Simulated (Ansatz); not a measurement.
# Relaxing Cu₃Pt

These are results of DFT r2SCAN, scalar-relativistic, plane waves, PAW in Ansatz, not measurements. Settings: 500 eV cutoff, 12×12×12 k-mesh, Gaussian smearing of 0.10 eV, no spin polarisation.

What was changed: relaxed at 3 GPa.

Spin–orbit coupling is left out, which can shift energies with elements as heavy as these.

Command:

```bash
ansatz run input.yaml --threads 1 --pin off --max-ram 2560MiB --backend cpu --events-out ev --progress --plain --runs-dir out
```

Input:

```yaml
crystal:
  lattice:
    - [3.649077062, 0.0, 0.0]
    - [0.0, 3.649077062, 0.0]
    - [0.0, 0.0, 3.649077062]
  atoms:
    - { symbol: Cu, position: [0.0, 0.5, 0.5] }
    - { symbol: Cu, position: [0.5, 0.0, 0.5] }
    - { symbol: Cu, position: [0.5, 0.5, 0.0] }
    - { symbol: Pt, position: [0.0, 0.0, 0.0] }
basis:
  ecutwfc: 500
kpoints:
  mp_grid: { grid: [12, 12, 12] }
hamiltonian:
  xc: r2scan
scf:
  occupations: { method: gaussian, width: 0.1 }
output:
  forces: true
  stress: true
  eigenvalues: true
relax:
  adjacent_minimum: "off"
  f_tol: 0.008
  max_steps: 50
  cell: { stress_tol: 0.08, p_target: 3.0 }
```

F is the free energy. Steps run on the plane waves of an earlier cell, but the last one, and at times one on the way, on a freshly chosen basis, so a repeated geometry can differ a little in energy. The relaxation lowers the enthalpy F + PV at the target pressure, so F itself can rise.

Steps:

```tsv
step	F − F(1) (eV)	largest force component (eV/Å)	V (Å³/atom)	P (GPa)
1	0.0000	0.000	12.148	5.80
2	-0.0153	0.000	12.284	3.41
3	-0.0171	0.000	12.307	3.01
4	-0.0175	0.000	12.307	3.02
```

Relaxed structure:

```cif
data_structure
_symmetry_space_group_name_H-M 'P 1'
_symmetry_Int_Tables_number 1
_cell_length_a 3.6650
_cell_length_b 3.6650
_cell_length_c 3.6650
_cell_angle_alpha 90.000
_cell_angle_beta 90.000
_cell_angle_gamma 90.000
_cell_volume 49.23
loop_
_atom_site_label
_atom_site_type_symbol
_atom_site_fract_x
_atom_site_fract_y
_atom_site_fract_z
_atom_site_occupancy
Cu1 Cu 0.00000 0.50000 0.50000 1
Cu2 Cu 0.50000 0.00000 0.50000 1
Cu3 Cu 0.50000 0.50000 0.00000 1
Pt1 Pt 0.00000 0.00000 0.00000 1
```

The structure is cubic, space group Pm-3m (No. 221). The conventional cell has a = 3.665 Å, b = 3.665 Å, c = 3.665 Å, α = 90.00°, β = 90.00°, γ = 90.00°. Cu (site symmetry 4/mmm) is surrounded by 8 Cu at 2.59 Å and 4 Pt at 2.59 Å. Pt (site symmetry m-3m) is surrounded by 12 Cu at 2.59 Å.

The run converged. It took 110 s on 1 thread of Arm Neoverse V1, on a shared host, peak memory 0.54 GiB.